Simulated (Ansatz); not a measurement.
SiC:
```xyz
4
Lattice="3.0563 0.0000 0.0000 -1.5282 2.6469 0.0000 0.0000 0.0000 5.0161" Properties=species:S:1:pos:R:3 pbc="T T T"
Si     0.0000     1.7646     2.5060
Si     1.5282     0.8823     5.0140
C      0.0000     1.7646     4.3910
C      1.5282     0.8823     1.8830
```

x, y and z are the axes in which the lattice vectors are written.

**Question.** Give the proper piezoelectric stress tensor with relaxed ions from the program Ansatz at the LDA level (PAW).

**Answer.** In C/m², rows x, y, z, Voigt columns; mesh uncertainty up to 0.01.
```
 0.00   0.00   0.00   0.00  -0.10   0.00
 0.00   0.00   0.00  -0.10   0.00   0.00
-0.23  -0.23   0.51   0.00   0.00   0.00
```

The elastic tensor of the same run (GPa):

```
 522   115  59.9   0.0   0.0   0.0
 115   522  59.9   0.0   0.0   0.0
59.9  59.9   564   0.0   0.0   0.0
 0.0   0.0   0.0   155   0.0   0.0
 0.0   0.0   0.0   0.0   155   0.0
 0.0   0.0   0.0   0.0   0.0   203
```

**Question.** Convert to strain constants d = e·S.

**Answer.** In pC/N:
```
 0.0   0.0   0.0   0.0  -0.6   0.0
 0.0   0.0   0.0  -0.6   0.0   0.0
-0.5  -0.5   1.0   0.0   0.0   0.0
```

Space group P6_3mc (wurtzite). The cell was relaxed with LDA under the symmetry of its start; phonons on a q-mesh show no instability.

Potentials: the earlier of the program's two PAW sets.
